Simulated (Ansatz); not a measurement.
A trial cell of Te₄O, before relaxation:

```cif
data_structure
_symmetry_space_group_name_H-M 'P 1'
_symmetry_Int_Tables_number 1
_cell_length_a 6.9523
_cell_length_b 6.9523
_cell_length_c 6.9523
_cell_angle_alpha 138.268
_cell_angle_beta 138.268
_cell_angle_gamma 60.493
_cell_volume 147.31
loop_
_atom_site_label
_atom_site_type_symbol
_atom_site_fract_x
_atom_site_fract_y
_atom_site_fract_z
_atom_site_occupancy
Te1 Te 0.75000 0.25000 0.50000 1
Te2 Te 0.25000 0.75000 0.50000 1
Te3 Te 0.38000 0.38000 0.00000 1
Te4 Te 0.62000 0.62000 0.00000 1
O1 O 0.00000 0.00000 0.00000 1
```

All numbers below come from Ansatz, DFT PBE, scalar-relativistic, plane waves, PAW. Cutoff 420 eV, Gaussian smearing, Γ-centred meshes. Cell and atoms relax first on a coarse mesh and then on a finer one. In between, the cell is made exact in the group found at 0.06 Å. In metals the finer mesh still leaves noise of several meV/atom or more. The steps can't lower the symmetry of their start. No spin polarisation.

A guess keeps its type if space group and coordination stay and the shape of the cell changes little (axis ratios within about 15 %, angles within 6°); the volume may change.

Task: Will the relaxed cell still be of the starting type?

Result: It doesn't keep its type. The symmetry stays I4/mmm (No. 139). The volume per atom shrinks by 3.6 %, from 29.5 to 28.4 Å³. The shortest distance goes from 2.88 Å (Te–Te) to 2.04 Å (Te–O). The ratio c/a of the conventional cell changes by a factor of 0.47. Counting neighbours within 15 % of an atom's shortest distance, the start has O 16, Te 4/5 and the end O 2, Te 1/10. In detail, at the end Te on a site of symmetry -4m2 has 4 Te at 3.15 Å, 2 Te at 3.60 Å and 4 O at 3.62 Å; Te on a site of symmetry 4mm has 1 O at 2.04 Å and 5 Te at 3.12–3.15 Å; O is surrounded by 2 Te at 2.04 Å and 8 Te at 3.62 Å.

```
CELL_PARAMETERS angstrom
-3.14252 3.14252 3.59554
3.14252 -3.14252 3.59554
3.14252 3.14252 -3.59554
ATOMIC_POSITIONS crystal
Te 0.75000 0.25000 0.50000
Te 0.25000 0.75000 0.50000
Te 0.28322 0.28322 0.00000
Te 0.71678 0.71678 0.00000
O 0.00000 0.00000 0.00000
```

Formation energies are uncorrected and refer to the elements' standard structures at the same level (O₂ as a molecule).

Task: At what energy does it end?

Result: +0.02 eV/atom. The formation energy is too near zero to say whether this cell lies below the elements.

The last run used an 8×8×8 mesh for its 5-atom cell and Gaussian smearing of 0.10 eV. For metals, differences of a few meV/atom aren't resolved. Spin–orbit coupling, which can matter for Te, is left out. The reference form of Te is held partly by dispersion forces, which this level lacks. A structure relaxed within its symmetry needn't be a true minimum.

In counts of neighbours, a slash parts the counts of unlike sites.
